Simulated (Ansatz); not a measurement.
**Computed generalised stacking-fault energy along a line: PbS (rock salt)**

Generalised stacking fault of PbS (rock salt) on the {100} plane. The cell below holds the perfect crystal with the plane normal along z; tilting its third vector by the shift puts one fault into each cell, between planes 3.00 Å apart, at fixed cell height.

```
PbS
1.0
    4.24904     0.00000     0.00000
    0.00000     4.24904     0.00000
    2.12452     2.12452     9.01356
S Pb
3 3
Direct
  0.00000   0.00000   0.83333
  0.33333   0.33333   0.16667
  0.66667   0.66667   0.50000
  0.50000   0.50000   0.83333
  0.83333   0.83333   0.16667
  0.16667   0.16667   0.50000
```

In-plane vectors a = (4.249, 0.000) Å, b = (0.000, 4.249) Å, area 18.05 Å². The shift is s times the vector a (length 4.249 Å), so s = 1 restores the start. The shift is rigid: no atom relaxes. γ = [E(shift) − E(0)] / area.

Calculation: PBE (plane waves to 420 eV, PAW, scalar-relativistic; Ansatz, a first-principles code). k mesh 7×7×7 (Γ-centred), Fermi-Dirac smearing 0.05 eV. Energies are extrapolated to zero smearing. Stress and pressure are positive under compression. Faults lie only 9.0 Å apart, and holding the cell height and the atoms raises γ above its relaxed value. PbS was relaxed with its symmetry unable to fall. Spin-orbit coupling is left out, though Pb is heavy. The PAW data are Ansatz's earlier set. The zero of γ is zero shift.

| shift (Å) | γ·area (meV/cell) | σ normal to the fault (GPa) |
|---|---|---|
| 0.000 | 0 | 0.0 |
| 0.354 | 37 | -0.1 |
| 0.708 | 138 | -0.4 |
| 1.062 | 274 | -0.8 |
| 1.416 | 406 | -1.1 |
| 1.770 | 501 | -1.4 |
| 2.125 | 535 | -1.4 |
| 2.479 | 501 | -1.4 |
| 2.833 | 406 | -1.1 |
| 3.187 | 274 | -0.8 |
| 3.541 | 138 | -0.4 |
| 3.895 | 37 | -0.1 |

Derived quantities:

Highest computed γ on the line: 475 mJ/m²
Position of the highest point: s = 0.500
Local minima between the ends: no computed point is one
Steepest slope dγ/d(shift) before the first maximum (spline): 3.5 GPa

The 12 points together took very roughly 7 core-minutes.

(The slope of γ gives the shear force per area between the displaced halves; near zero shift its curvature is an elastic stiffness.)
